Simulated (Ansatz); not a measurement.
Input:

SiO$_{2}$:
```yaml
crystal:
  lattice:
    - [5.03058, 0.00000, 0.00000]
    - [0.00000, 5.03058, 0.00000]
    - [0.00000, 0.00000, 7.01384]
  atoms:
    - { symbol: Si, position: [0.29770, 0.29770, 0.00000] }
    - { symbol: Si, position: [0.79770, 0.20230, 0.75000] }
    - { symbol: Si, position: [0.20230, 0.79770, 0.25000] }
    - { symbol: Si, position: [0.70230, 0.70230, 0.50000] }
    - { symbol: O, position: [0.23973, 0.10114, 0.17794] }
    - { symbol: O, position: [0.73973, 0.39886, 0.57206] }
    - { symbol: O, position: [0.26027, 0.60114, 0.07206] }
    - { symbol: O, position: [0.76027, 0.89886, 0.67794] }
    - { symbol: O, position: [0.89886, 0.76027, 0.32206] }
    - { symbol: O, position: [0.39886, 0.73973, 0.42794] }
    - { symbol: O, position: [0.60114, 0.26027, 0.92794] }
    - { symbol: O, position: [0.10114, 0.23973, 0.82206] }
```

This is the PBEsol-relaxed structure. x, y and z are the axes in which the lattice vectors are written.

Question: All from the program Ansatz at the PBEsol level (PAW), unless another level is named. Predict the highest zone-centre frequency (without LO–TO term).

Answer: 1177 cm⁻¹.

Question: Predict the Hill bulk and shear moduli.

Answer: 13.3 and 39.6 GPa.

Question: And the elastic constants (relaxed ions, GPa)?

Answer: C11 = 52.3, C12 = 3.0, C13 = -8.1, C33 = 43.8, C44 = 70.5, C66 = 26.1.

Space group P4_12_12. Symmetry was held in the PBEsol relaxation; of distortions, only those at the zone centre were tested.

Potentials: the later of the program's two PAW sets.
